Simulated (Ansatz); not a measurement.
Recipe of this trial structure of Si2C: random cell by space group and Wyckoff sites (P6/mmm, No. 191). Its size is a rough estimate.

```
Si C
1.0
     3.68141    0.00000    0.00000
    -1.84070    3.18819    0.00000
     0.00000    0.00000    7.52362
Si C
4 2
Cartesian
  1.8407 0.0000 3.7618
  -0.9204 1.5941 3.7618
  0.9204 1.5941 3.7618
  0.0000 0.0000 0.0000
  0.0000 0.0000 1.3790
  0.0000 0.0000 6.1446
```

All numbers below come from DFT PBE, scalar-relativistic, plane waves, PAW in Ansatz 0.2.0. Cutoff 420 eV, Gaussian smearing, Γ-centred meshes. Cell and atoms relax first on a coarse mesh and then on a finer one. In between, the cell is made exact in the group found at 0.06 Å. In metals the finer mesh still leaves noise of several meV/atom or more. The steps can't lower the symmetry of their start. No spin polarisation in the relaxation; trial moments died out in a coarse test.

A guess keeps its type if space group and coordination stay and the shape of the cell changes little (axis ratios within about 15 %, angles within 6°); the volume may change.

Question: Does it keep its structure type, or change into something else?

Answer: It doesn't keep its type. The symmetry stays P6/mmm (No. 191). The volume per atom grows by 30.5 %, from 14.7 to 19.2 Å³. The shortest distance goes from 1.38 Å (Si–C) to 1.80 Å (Si–C). The ratio c/a of the conventional cell changes by a factor of 0.61. Counting neighbours within 15 % of an atom's shortest distance, the start has C 1, Si 2/4 and the end C 1, Si 2/8. In detail, at the end Si on a site of symmetry mmm is surrounded by 4 Si at 2.38 Å and 4 C at 2.64 Å; around Si on a site of symmetry 6/mmm lie 2 C at 1.80 Å; C is surrounded by 1 Si at 1.80 Å, 1 C at 2.30 Å and 6 Si at 2.64 Å.

```yaml
crystal:
  lattice:
    - [4.75381, 0.00000, 0.00000]
    - [-2.37691, 4.11692, 0.00000]
    - [0.00000, 0.00000, 5.88785]
  atoms:
    - { symbol: Si, position: [0.50000, 0.00000, 0.50000] }
    - { symbol: Si, position: [0.00000, 0.50000, 0.50000] }
    - { symbol: Si, position: [0.50000, 0.50000, 0.50000] }
    - { symbol: Si, position: [0.00000, 0.00000, 0.00000] }
    - { symbol: C, position: [0.00000, 0.00000, 0.30509] }
    - { symbol: C, position: [0.00000, 0.00000, 0.69491] }
```

The last run used a 12×12×6 mesh (in the run's order of axes) for its 6-atom cell and Gaussian smearing of 0.10 eV. No dispersion correction is applied, so the spacing and binding between layers, chains or molecules are poorly described. Symmetry constrained the relaxation, so the result can be a saddle point. Another cell of Si2C relaxed alike, in P4/mmm, lies 0.65 eV/atom lower, so this cell isn't the stable form at this level.

In counts of neighbours, a slash parts the counts of unlike sites.
